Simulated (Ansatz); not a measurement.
An Ansatz input and the part of its output that reports the observables at the nuclei.

The cell is a structure deposited in the COD (the cell was measured well above room temperature), atoms as given.

```yaml
crystal:
  lattice:
    - [4.9877, 0.0, 0.0]
    - [0.0, 4.9877, 0.0]
    - [0.0, 0.0, 6.9697]
  atoms:
    - { symbol: Si, position: [0.2949, 0.2949, 0.0] }
    - { symbol: Si, position: [0.2051, 0.7949, 0.25] }
    - { symbol: Si, position: [0.7051, 0.7051, 0.5] }
    - { symbol: Si, position: [0.7949, 0.2051, 0.75] }
    - { symbol: O, position: [0.2416, 0.0968, 0.1747] }
    - { symbol: O, position: [0.4032, 0.7416, 0.4247] }
    - { symbol: O, position: [0.7584, 0.9032, 0.6747] }
    - { symbol: O, position: [0.5968, 0.2584, 0.9247] }
    - { symbol: O, position: [0.7416, 0.4032, 0.5753] }
    - { symbol: O, position: [0.9032, 0.7584, 0.3253] }
    - { symbol: O, position: [0.2584, 0.5968, 0.0753] }
    - { symbol: O, position: [0.0968, 0.2416, 0.8253] }
kpoints:
  mp_grid: { grid: [5, 5, 4] }
scf:
  occupations: { method: fermi_dirac, width: 0.02 }
hamiltonian:
  xc: pbe
  pseudopotentials: { kind: paw }
output:
  forces: true
  stress: true
  populations: true
  efg: { quadrupole_moments_barn: { O: -0.02558 }, contact_densities: true }
```

```sh
ansatz run input.yaml --threads 1 --pin off --max-ram 2560MiB --backend cpu --events-out ev --progress --plain --runs-dir out
```

Of the output, the block on the nuclei alone is shown; the set-up, the SCF iterations, energies, forces and stress are cut. One atom of each set with nearly equal values is shown.

```
--- PAW observables at the nuclei: V_zz in 10²¹ V/m², potentials from the cell's mean, atoms counted from 1 ---
  atom   1  Si V_zz =    -0.256078   η = 0.5084   by run symmetry: allowed
            electrostatic potential = -1353.860059 V   contact ρ = 12801.172754 e/Å³
  atom   5  O  V_zz =    +9.032399   η = 0.1196   by run symmetry: allowed   C_q = -5.5867 MHz
            electrostatic potential = -618.002743 V   contact ρ = 2153.270333 e/Å³
```

The run took 15 s of wall time (15 s of CPU time) and 0.4 GiB at its peak, on 1 thread of Arm Neoverse V2 (aarch64; 8 cores open to the job, memory cap 2.5 GiB, no GPU), a shared host with a load of 0.7 a core.

The calculated pressure of 9 GPa (PBE) comes largely from the unrelaxed atoms: it is 1.0 GPa once they are relaxed in the same cell. The largest force is 0.7 eV/Å, so the atoms aren't at the calculated equilibrium and relaxing them would move these values.
